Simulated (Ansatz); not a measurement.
Li (bcc, W type)

```
Li
1.0
   -1.73814     1.73814     1.73814
    1.73814    -1.73814     1.73814
    1.73814     1.73814    -1.73814
Li
1
Direct
  0.00000   0.00000   0.00000
```

Equation-of-state scan: isotropic scaling of the cell above, V₀ being its volume. Symmetry pins the atoms to their sites.

Method: r2SCAN (plane waves to 500 eV, PAW, scalar-relativistic; Ansatz, a first-principles code). k mesh 19×19×19 (Γ-centred), Fermi-Dirac smearing 0.05 eV. Compression counts positive. Li was relaxed with its symmetry unable to fall. The PAW data are Ansatz's earlier set.

At one point of the scan the stress tensor (GPa) is:

```
    2.2      0.0      0.0
    0.0      2.2      0.0
    0.0      0.0      2.2
```

Task: Which point is it?
A. V/V₀ = 0.872
B. V/V₀ = 0.840
C. V/V₀ = 0.936
D. V/V₀ = 0.968

Result: A, V/V₀ = 0.872

(Under strain, the slope of the energy per volume gives the stress and its curvature an elastic modulus.)
